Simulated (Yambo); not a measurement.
G0W0@PBEsol for RbScMo2O8 (space group P-3m1, No. 164) in Yambo. Reference settings: 3×3×2 Γ-centred k mesh, bands 4 to 260 and a 6 Ry block in the screening, 260 bands in G with the Bruneval-Gonze terminator, plasmon pole fitted at 27.2 eV. The PBEsol gap Γ → Γ on this mesh is 3.45 eV; G0W0 gaps are taken between the same points.

The settings were changed. The gap went from 5.96 eV to 6.11 eV, and the shift of the valence edge from -0.76 eV to -0.60 eV.

**Question.** Which change was made?
A) 5 Ry block
B) 110 bands in G
C) 110 bands in W, 110 bands in G
D) 174 bands in G, no terminator

**Answer.** C, 110 bands in W, 110 bands in G. The others gave (gap, valence shift): 174 bands in G, no terminator: 6.15, -0.40 eV; 5 Ry block: 5.96, -0.74 eV; 110 bands in G: 6.00, -0.71 eV.

Spin-orbit coupling is not included.

Geometry of the Materials Project entry, not relaxed at this level; primitive cell a = 5.9060 Å, b = 5.9060 Å, c = 7.8040 Å, α = 90.00°, β = 90.00°, γ = 120.00°.

The structure is a Materials Project entry; no match was found in the copy of COD used, and its stability was not checked.

A shift is the quasiparticle energy of the state minus its PBEsol energy.
